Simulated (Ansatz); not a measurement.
Cu Kα1 powder pattern (kinematic, no thermal factors).
| 2θ (°) | relative intensity |
| --- | --- |
| 24.38 | 15 |
| 32.37 | 41 |
| 34.68 | 14 |
| 40.94 | 100 |
| 49.91 | 5 |
| 49.95 | 13 |
| 57.74 | 25 |
| 60.79 | 14 |
| 63.60 | 7 |
| 67.77 | 5 |
| 69.14 | 2 |
| 73.19 | 19 |
| 73.30 | 1 |
| 79.76 | 1 |
| 79.79 | 20 |
| 87.58 | 12 |
| 88.75 | 5 |

The pattern is computed from a structure relaxed with Ansatz 0.2.0, DFT PBE, scalar-relativistic, plane waves, PAW. No spin polarisation. Its elements are Ge, W.

**Question.** Give the structure.

**Answer.** GeW.
Space group P6_3/mmc (No. 194). a = 3.191 Å, b = 3.191 Å, c = 7.297 Å, α = 90.00°, β = 90.00°, γ = 120.00°
```tsv
atom	site	symmetry	x	y	z
Ge	2c	-6m2	0.3333	0.6667	0.2500
W	2a	-3m.	0.0000	0.0000	0.0000
```

A pattern alone doesn't exclude other cells with like lines; this is the one computed.

The cell was found from a structure generator's guess, not taken from experiment.
